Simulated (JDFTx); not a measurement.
Cu(111) slab cut from bulk Cu (space group Fm-3m, indices of the conventional cell, lattice of the Materials Project entry mp-30, not re-optimised): 4 atoms in 4 planes, a 1x1 cell of 5.54 Å² (|a| = 2.530, |b| = 2.530 Å), 6.2 Å between the outermost planes, cell height 30.2 Å, 10×10×1 k mesh, Fermi smearing 0.01 Ha, no spin polarisation.

Level of theory: PBE, GBRV ultrasoft potentials, plane waves to 20/100 Ha; code: a modified build of JDFTx. Unrelaxed slab in linear PCM (GLSSA13), water, with a linear (Debye) 1:1 salt. C is the mean capacitance on the negative side of zero charge, good to about 1.5 %; C_d = ε₀ε/λ is the diffuse-layer value.

```json
[
 {"salt": "0.1 M", "λ (Å)": "9.61", "1000/C_d (cm²/μF)": "13.85", "1000/C (cm²/μF)": "76.7"},
 {"salt": "0.3 M", "λ (Å)": "5.55", "1000/C_d (cm²/μF)": "7.99", "1000/C (cm²/μF)": "withheld"},
 {"salt": "1 M", "λ (Å)": "3.04", "1000/C_d (cm²/μF)": "4.38", "1000/C (cm²/μF)": "67.1"},
 {"salt": "3 M", "λ (Å)": "1.75", "1000/C_d (cm²/μF)": "2.53", "1000/C (cm²/μF)": "65.1"}
]
```

### Question
Fit the Parsons-Zobel line 1000/C = m·(1000/C_d) + q to the other rows by least squares, predict the withheld value, and compare with the run.

### Answer
The fit gives m = 1.02, q (cm²/μF) = 62.6, with a root-mean-square miss of 0.05 cm²/μF on its own rows. It predicts 70.7 cm²/μF; the run gives 70.6 cm²/μF, a miss of 0.1 cm²/μF.

Two capacitors in series would give m = 1; the intercept corresponds to an inner capacitance of 16.0 μF/cm².
